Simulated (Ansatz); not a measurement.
## What DFT gives for Li4Ge2Mo

```
Ge Mo Li
1.0
     4.62827    0.00000    0.00000
    -2.31414    4.00820    0.00000
    -2.31414    1.33607    6.33654
Ge Mo Li
2 1 4
Direct
  0.40695 0.59305 0.22085
  0.26645 0.73355 0.79935
  0.12440 0.87560 0.37320
  0.83600 0.16400 0.50800
  0.70060 0.29940 0.10180
  0.99670 0.00330 0.99010
  0.54100 0.45900 0.62300
```

Method: PBE, no spin polarisation; PAW, plane waves to 420 eV, 8×8×8 Γ-centred mesh, fermi-dirac occupations (width 0.1 eV) (Ansatz 0.2.0), atoms fixed.

- Formation energy: 0.05 eV an atom against the elements' usual phases (free molecules for gases, crystals otherwise, with no correction for O₂ or N₂), too near zero to call. Relaxing would lower it.
- Charges: Bader charges in e: Li +0.83, Ge -1.45 to -1.19, Mo -0.66. In the mean Li gives up most and Ge takes most.
- Forces: The largest is on Ge2: 1.56 eV/Å, components (0.00, 0.00, -1.56). It makes 180° with the line to a nearest neighbour, Ge1 at 2.67 Å, pointing away from it.
- At the Fermi level: It is a metal, with about 5.6 states/eV a cell as the mean within 0.25 eV of the Fermi level, mostly Mo d (65 %) and Ge p (19 %).
- Contacts: Mo–Li at 2.43 Å: least valence density 0.16 e/Å³ and ELF 0.07 there. Ge–Li at 2.55 Å: least valence density 0.11 e/Å³ and ELF 0.04 there. Li–Li at 2.57 Å: least valence density 0.06 e/Å³ and ELF 0.08 there. Both are smooth PAW fields, read partly inside the augmentation spheres.

Origin: a known structure type with other elements, at an estimated volume, so it need not be a known compound. Caveats: atoms or cell far from equilibrium.
